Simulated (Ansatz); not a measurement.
Zone-centre phonons of Ta2C at 3 GPa: input and output

Theory: DFT LDA, scalar-relativistic, plane waves, PAW (Ansatz 0.2.0).

Launched with:
```bash
ansatz run input.yaml --threads 1 --pin off --max-ram 3072MiB --backend cpu --events-out ev --progress --plain --runs-dir out
```

Input (bare energies are in eV):
```yaml
crystal:
  lattice:
    - [3.0663678159, 0.0, 0.0]
    - [-1.5331839079, 2.6555524259, 0.0]
    - [0.0, 0.0, 4.8716055635]
  atoms:
    - { symbol: Ta, position: [0.3333333333, 0.6666666667, 0.2536735114] }
    - { symbol: Ta, position: [0.6666666667, 0.3333333333, 0.7463264886] }
    - { symbol: C, position: [0.0, 0.0, 0.0] }
basis:
  ecutwfc: 420
kpoints:
  mp_grid: { grid: [18, 18, 10] }
hamiltonian:
  xc: lda
scf:
  occupations: { method: fermi_dirac, width: 0.15 }
output:
  eigenvalues: true
phonons:
  method: dfpt
  eigenvectors: true
```

The end of the output:
```
--- Phonons (Γ-DFPT): 4 representative perturbations + reference, on 866 of 3240 k-points (Σ response iterations 12) ---
  k mesh reduced under 2 symmetry operations, with k and −k counted as one. Each operation leaves every solved perturbation unchanged. A smaller set is not used because it would not reduce the number of displacements ...
  ASR residual: 5.480e-4 → 0.000e0 eV/Å²; symmetrization residual: 2.352e-6 eV/Å²
  ASR residual per site (eV/Å²): 5.48e-4 5.48e-4 8.84e-5
  Γ frequencies (cm⁻¹): 0.00 0.00 0.00 132.30 132.30 223.59 664.24 681.97 681.97
  non-analytic LO–TO correction: not included (Born effective charges unavailable; polar crystals: no LO–TO splitting at Γ)
```

It took 5.2 min on 1 thread of Arm Neoverse V1, with other jobs on the host, peak memory 1.9 GiB.

In a metal, frequencies and elastic constants depend on the k mesh and the smearing, soft modes and shear constants most. Spin–orbit coupling is left out, which can shift energies with elements as heavy as these.